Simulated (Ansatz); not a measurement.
The elements of this relaxed trial crystal are hidden behind letters.

```
lattice vectors (Å)
   5.0698    0.0000    0.0000
   0.0000    2.9165    0.0000
  -2.2287    0.0000   10.0252
fractional positions
X 0.6345 0.2500 0.1086
X 0.1464 0.7500 0.1148
X 0.8536 0.2500 0.8852
X 0.3655 0.7500 0.8914
X 0.6670 0.7500 0.6178
X 0.1300 0.2500 0.6746
X 0.8700 0.7500 0.3254
X 0.3330 0.2500 0.3822
Z 0.5876 0.7500 0.4177
Z 0.4124 0.2500 0.5823
```

These are results of DFT PBE, scalar-relativistic, plane waves, PAW in Ansatz, not measurements. Plane waves to 420 eV, an 8×14×4 mesh through Γ for the 10-atom cell and 0.10 eV Gaussian smearing; no spin polarisation.

```
Space group                                : P2_1/m (No. 11)
Conventional cell                          : a = 5.070 Å, b = 2.917 Å, c = 10.270 Å, β = 102.5°
Volume per atom                            : 14.82 Å³
Density                                    : 2.78 g/cm³
Energy over the elements                   : −0.79 eV/atom
Gap on the 8×14×4 mesh of the 10-atom cell : 0 eV (a metal)
```

Energies are uncorrected and count from the elements' standard states at the same level.

**Question.** X is a p-block element of period 3 and Z is a p-block element of period 2. Which elements are they?

**Answer.** X = Al, Z = O, so the formula is Al4O. Density times volume gives a mean mass of 2.78 × 14.82/1.6605 = 24.8 u per atom, and this set has 24.8 u. Among the elements that the hints allow, noble gases aside, only these give it. Al on its first site is surrounded by 11 Al at 2.71–2.97 Å; Al on its second site is surrounded by 12 Al at 2.76–3.07 Å and 1 O at 3.42 Å; O has 4 Al at 1.88–2.01 Å, 2 O at 2.53 Å, 2 O at 2.92 Å and 8 Al at 3.42–3.56 Å; 2 more sites not described.

This cell was reached by moving the atoms of another relaxed cell at random and relaxing again, last within the group found; it had no such test of its own.
